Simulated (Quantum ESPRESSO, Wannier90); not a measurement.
## Tight-binding from DFT: ZrSi2 (Cmcm)

Structure: Materials Project mp-1515, symmetrised, not relaxed again. COD (Crystallography Open Database) has an entry of this formula and space group (matched by these alone). Computed values, not measurements, from PBEsol: Quantum ESPRESSO (norm-conserving PseudoDojo potentials, cutoff 53 Ry, no spin polarisation, no spin-orbit coupling) on a Γ-centred 6×6×6 mesh, then Wannier90. Density: 8×8×8 mesh, cold smearing 0.01 Ry.

On the energy scale of pw.x, whose zero is arbitrary, the Fermi level lies at 12.61 eV.

Input w.win:

```
num_bands = 6
num_wann = 6
exclude_bands = 1-2,9-58
num_iter = 1000
conv_tol = 1.0e-6
conv_window = 4
write_hr = true
write_u_matrices = true
auto_projections = true
begin unit_cell_cart
ang
    0.0000000000    0.0000000000    3.6732500000
   -3.6834800000    0.0000000000    0.0000000000
    1.8417400000   -7.4355700000    0.0000000000
end unit_cell_cart
begin atoms_frac
Zr   0.2500000000 -0.1059100000 -0.2118200000
Zr  -0.2500000000  0.1059100000  0.2118200000
Si  -0.2500000000  0.4485400000 -0.1029200000
Si   0.2500000000 -0.4485400000  0.1029200000
Si   0.2500000000  0.2502500000 -0.4995000000
Si  -0.2500000000 -0.2502500000  0.4995000000
end atoms_frac
mp_grid = 6 6 6
begin kpoints
0.0000000000 0.0000000000 0.0000000000
0.0000000000 0.0000000000 0.1666666667
0.0000000000 0.0000000000 0.3333333333
... (213 more lines: the 6x6x6 mesh through Gamma)
end kpoints
```

Input of pw2wannier90.x that gives the overlap and projection files (equivalent; here they were cut from one run over all bands):

```
&inputpp
  outdir = './out'
  prefix = 'pwscf'
  seedname = 'w'
  write_amn = .true.
  write_mmn = .true.
  atom_proj = .true.
  atom_proj_exclude = 1 5 6 7 8 9 10 11 15 16 17 18 19 20 21 22 23 24 25 26 27 28 29 30 31 32 33 34 35 36
/
```

Output w.wout (banner and timings cut):

```
                                    ------
                                    SYSTEM
                                    ------

                              Lattice Vectors (Ang)
                    a_1     0.000000   0.000000   3.673250
                    a_2    -3.683480   0.000000   0.000000
                    a_3     1.841740  -7.435570   0.000000

                   Unit Cell Volume:     100.60581  (Ang^3)

                        Reciprocal-Space Vectors (Ang^-1)
                    b_1     0.000000   0.000000   1.710525
                    b_2    -1.705774  -0.422509   0.000000
                    b_3     0.000000  -0.845017   0.000000

 *----------------------------------------------------------------------------*
 |   Site       Fractional Coordinate          Cartesian Coordinate (Ang)     |
 +----------------------------------------------------------------------------+
 | zr   1   0.25000  -0.10591  -0.21182   |    0.00000   1.57500   0.91831    |
 | zr   2  -0.25000   0.10591   0.21182   |    0.00000  -1.57500  -0.91831    |
 | si   1  -0.25000   0.44854  -0.10292   |   -1.84174   0.76527  -0.91831    |
 | si   2   0.25000  -0.44854   0.10292   |    1.84174  -0.76527   0.91831    |
 | si   3   0.25000   0.25025  -0.49950   |   -1.84174   3.71407   0.91831    |
 | si   4  -0.25000  -0.25025   0.49950   |    1.84174  -3.71407  -0.91831    |
 *----------------------------------------------------------------------------*
                                ------------
                                K-POINT GRID
                                ------------

             Grid size =  6 x  6 x  6      Total points =  216

 *---------------------------------- MAIN ------------------------------------*
 |  Number of Wannier Functions               :                 6             |
 |  Number of Objective Wannier Functions     :                 6             |
 |  Number of input Bloch states              :                 6             |
 |  Output verbosity (1=low, 5=high)          :                 1             |
 |  Timing Level (1=low, 5=high)              :                 1             |
 |  Optimisation (0=memory, 3=speed)          :                 3             |
 |  Length Unit                               :               Ang             |
 |  Post-processing setup (write *.nnkp)      :                 F             |
 |  Using Gamma-only branch of algorithms     :                 F             |
 *----------------------------------------------------------------------------*
 *------------------------------- WANNIERISE ---------------------------------*
 |  Total number of iterations                :              1000             |
 |  Number of CG steps before reset           :                 5             |
 |  Trial step length for line search         :             2.000             |
 |  Convergence tolerence                     :         0.100E-05             |
 |  Convergence window                        :                 4             |
 |  Iterations between writing output         :                 1             |
 |  Iterations between backing up to disk     :               100             |
 |  Write r^2_nm to file                      :                 F             |
 |  Write xyz WF centres to file              :                 F             |
 |  Write on-site energies <0n|H|0n> to file  :                 F             |
 |  Use guiding centre to control phases      :                 F             |
 |  Use phases for initial projections        :                 F             |
 *----------------------------------------------------------------------------*
 *-------------------------------- PLOTTING ----------------------------------*
 |  Plotting Hamiltonian in WF basis          :                 T             |
 *----------------------------------------------------------------------------*

 *---------------------------------- K-MESH ----------------------------------*
 +----------------------------------------------------------------------------+
 |                    Distance to Nearest-Neighbour Shells                    |
 |                    ------------------------------------                    |
 |          Shell             Distance (Ang^-1)          Multiplicity         |
 |          -----             -----------------          ------------         |
 |             1                   0.140836                      2            |
 |             2                   0.281672                      2            |
 |             3                   0.285087                      2            |
 |             4                   0.292887                      4            |
 |             5                   0.317978                      4            |
 |             6                   0.354193                      4            |
 |             7                   0.400767                      4            |
 |             8                   0.408727                      8            |
       ... (lines left out)
 +----------------------------------------------------------------------------+
 | The b-vectors are chosen automatically                                     |
 | The following shells are used:                       1,  3,  4             |
 +----------------------------------------------------------------------------+
 |                        Shell   # Nearest-Neighbours                        |
 |                        -----   --------------------                        |
 |                          1               2                                 |
 |                          2               2                                 |
 |                          3               4                                 |
 +----------------------------------------------------------------------------+
 | Completeness relation is fully satisfied [Eq. (B1), PRB 56, 12847 (1997)]  |
 +----------------------------------------------------------------------------+
 |                  b_k Vectors (Ang^-1) and Weights (Ang^2)                  |
 |                  ----------------------------------------                  |
 |            No.         b_k(x)      b_k(y)      b_k(z)        w_b           |
 |            ---        --------------------------------     --------        |
 |             1         0.000000   -0.140836    0.000000    23.661600        |
 |             2         0.000000    0.140836    0.000000    23.661600        |
 |             3         0.000000    0.000000    0.285087     6.151963        |
 |             4         0.000000    0.000000   -0.285087     6.151963        |
 |             5        -0.284296   -0.070418    0.000000     3.093139        |
 |             6        -0.284296    0.070418    0.000000     3.093139        |
 |             7         0.284296    0.070418    0.000000     3.093139        |
 |             8         0.284296   -0.070418    0.000000     3.093139        |
 +----------------------------------------------------------------------------+
 |                           b_k Directions (Ang^-1)                          |
 |                           -----------------------                          |
 |            No.           x           y           z                         |
 |            ---        --------------------------------                     |
 |             1         0.000000   -0.140836    0.000000                     |
 |             2         0.000000    0.000000    0.285087                     |
 |             3        -0.284296   -0.070418    0.000000                     |
 |             4        -0.284296    0.070418    0.000000                     |
 +----------------------------------------------------------------------------+

 Starting a new Wannier90 calculation ...

 Reading overlaps from w.mmn

 Reading projections from w.amn

 *------------------------------- WANNIERISE ---------------------------------*
 +--------------------------------------------------------------------+<-- CONV
 | Iter  Delta Spread     RMS Gradient      Spread (Ang^2)            |<-- CONV
 +--------------------------------------------------------------------+<-- CONV

 ------------------------------------------------------------------------------
 Initial State
  WF centre and spread    1  (  0.000000,  1.573438,  0.918312 )     0.63180596
  WF centre and spread    2  ( -0.000000,  1.571583,  0.918312 )     0.63514628
  WF centre and spread    3  (  0.000000,  1.578580,  0.918312 )     0.63724580
  WF centre and spread    4  (  0.000000, -1.573438, -0.918312 )     0.63180596
  WF centre and spread    5  (  0.000000, -1.571583, -0.918312 )     0.63514628
  WF centre and spread    6  (  0.000000, -1.578580, -0.918312 )     0.63724580
  Sum of centres and spreads (  0.000000,  0.000000,  0.000000 )     3.80839607

      0     0.381E+01     0.0000000000        3.8083960585  <-- CONV
        O_D=      0.0000009 O_OD=      0.0004009 O_TOT=      3.8083961 <-- SPRD
 ------------------------------------------------------------------------------
      1    -0.482E-07     0.0001144981        3.8083960103  <-- CONV
        O_D=      0.0000009 O_OD=      0.0004009 O_TOT=      3.8083960 <-- SPRD
      2    -0.173E-08     0.0000390186        3.8083960085  <-- CONV
        O_D=      0.0000009 O_OD=      0.0004009 O_TOT=      3.8083960 <-- SPRD
      3    -0.842E-09     0.0000423204        3.8083960077  <-- CONV
        O_D=      0.0000009 O_OD=      0.0004009 O_TOT=      3.8083960 <-- SPRD
      4    -0.221E-09     0.0000203792        3.8083960075  <-- CONV
        O_D=      0.0000009 O_OD=      0.0004009 O_TOT=      3.8083960 <-- SPRD
             <<<     Delta < 1.000E-06  over  4 iterations     >>>
             <<< Wannierisation convergence criteria satisfied >>>
 Final State
  WF centre and spread    1  (  0.000000,  1.573438,  0.918312 )     0.63180538
  WF centre and spread    2  ( -0.000000,  1.571583,  0.918312 )     0.63514628
  WF centre and spread    3  (  0.000000,  1.578580,  0.918312 )     0.63724634
  WF centre and spread    4  (  0.000000, -1.573438, -0.918312 )     0.63180538
  WF centre and spread    5  (  0.000000, -1.571583, -0.918312 )     0.63514628
  WF centre and spread    6  (  0.000000, -1.578580, -0.918312 )     0.63724634
  Sum of centres and spreads (  0.000000,  0.000000,  0.000000 )     3.80839602

         Spreads (Ang^2)       Omega I      =     3.807994256
        ================       Omega D      =     0.000000863
                               Omega OD     =     0.000400889
    Final Spread (Ang^2)       Omega Total  =     3.808396007
```
